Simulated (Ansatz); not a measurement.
**AsAu under compression and expansion**

```cif
data_structure
_symmetry_space_group_name_H-M 'F-43m'
_symmetry_Int_Tables_number 216
_cell_length_a 5.8406
_cell_length_b 5.8406
_cell_length_c 5.8406
_cell_angle_alpha 90.000
_cell_angle_beta 90.000
_cell_angle_gamma 90.000
_cell_volume 199.23
loop_
_atom_site_label
_atom_site_type_symbol
_atom_site_symmetry_multiplicity
_atom_site_Wyckoff_symbol
_atom_site_fract_x
_atom_site_fract_y
_atom_site_fract_z
_atom_site_occupancy
Au1 Au 4 a 0.00000 0.00000 0.00000 1
As1 As 4 d 0.25000 0.25000 0.75000 1
```

The runs use the primitive cell with vectors (0.000, 2.920, 2.920), (2.920, 0.000, 2.920), (2.920, 2.920, 0.000) Å, to which the k mesh refers.

The cell was built from the zincblende type and relaxed in the same program, and has space group F-43m; it needn't be a known or the stable phase.

Spin–orbit coupling is left out, though it moves levels of the heavy atoms by tenths of an eV or more.

All numbers are computed: DFT, PBE, all-electron LAPW, scalar-relativistic (Ansatz 0.2.0); DFT, PBE, PAW with Ansatz's default frozen-core files, scalar-relativistic (Ansatz 0.2.0).

For LAPW: a Γ-centred 11×11×11 k mesh, Fermi–Dirac smearing of 0.08 eV, basis error target 0.25 meV/atom, no spin polarisation. PAW takes a cutoff of 420 eV at this cell. The Ansatz runs share mesh, smearing and spin set-up. Plane-wave (PAW) pressures include the program's estimate of the Pulay term.

The cell above is scaled evenly, with fractional coordinates and shape held.

```json
{"V/V(cell)": "0.9405", "V (Å³/atom)": "23.423", "P, LAPW (GPa)": "5.19", "P, PAW (GPa)": "5.17", "free energy over the lowest listed, PAW (meV/atom)": "22.2"}
{"V/V(cell)": "0.9800", "V (Å³/atom)": "24.406", "P, LAPW (GPa)": "?", "P, PAW (GPa)": "?", "free energy over the lowest listed, PAW (meV/atom)": "?"}
{"V/V(cell)": "1.0000", "V (Å³/atom)": "24.904", "P, LAPW (GPa)": "-0.01", "P, PAW (GPa)": "-0.03", "free energy over the lowest listed, PAW (meV/atom)": "0.0"}
{"V/V(cell)": "1.0200", "V (Å³/atom)": "25.402", "P, LAPW (GPa)": "-1.35", "P, PAW (GPa)": "-1.38", "free energy over the lowest listed, PAW (meV/atom)": "2.2"}
{"V/V(cell)": "1.0600", "V (Å³/atom)": "26.399", "P, LAPW (GPa)": "-3.56", "P, PAW (GPa)": "-3.58", "free energy over the lowest listed, PAW (meV/atom)": "17.9"}
```

Q: Fill in the row V/V(cell) = 0.9800.

A: P, LAPW (GPa) = 1.53, P, PAW (GPa) = 1.50, free energy over the lowest listed, PAW (meV/atom) = 2.2.

Q: What do Birch–Murnaghan fits to the pressures give?

A: LAPW: V0 = 24.90 Å³/atom, B0 = 72 GPa, B0′ = 5.5; PAW: V0 = 24.89 Å³/atom, B0 = 72 GPa, B0′ = 5.5.

PAW's V0 lies -0.03 % from the all-electron value and its B0 0.1 %. Symmetry fixes shape and coordinates here, so this is the relaxed modulus.
